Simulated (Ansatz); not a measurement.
LaN (zinc blende, F-43m), r²SCAN (plane waves, PAW; program Ansatz), all energies at zero smearing, with the estimated change up to a 700 eV cutoff added, with one set of potentials and settings (totals compare only within such a set). Cell of 2 atoms (1 N, 1 La): -6652.369 eV.

| element | reference phase | E (eV/atom) |
|---|---|---|
| N | Pa-3, 8 atoms in the cell | -384.8315 |
| La | P6_3/mmc, 4 atoms in the cell | -6264.6784 |

Formation energy per atom, worked out: (-6652.369 − 1×(-384.8315) − 1×(-6264.6784))/2 = -1.430 eV/atom (-138 kJ per mol of atoms), at 0 K, without zero-point energy or fitted corrections.

The start of the workflow was typed in or built on a structure type; neither database checked (COD, Materials Project) lists it. COD files the formula under space group No. 225, so this cell is another polymorph or a model. Its standing as an ambient phase is unchecked. Symmetry was held in the r²SCAN relaxation; its stability against distortions is not shown here. The references are the lowest solids computed at this level, not always the standard phases (solids in place of the gases). Scalar-relativistic: spin–orbit coupling is off unless named, which matters more the heavier the elements.

Potentials: the later of the program's two PAW sets.
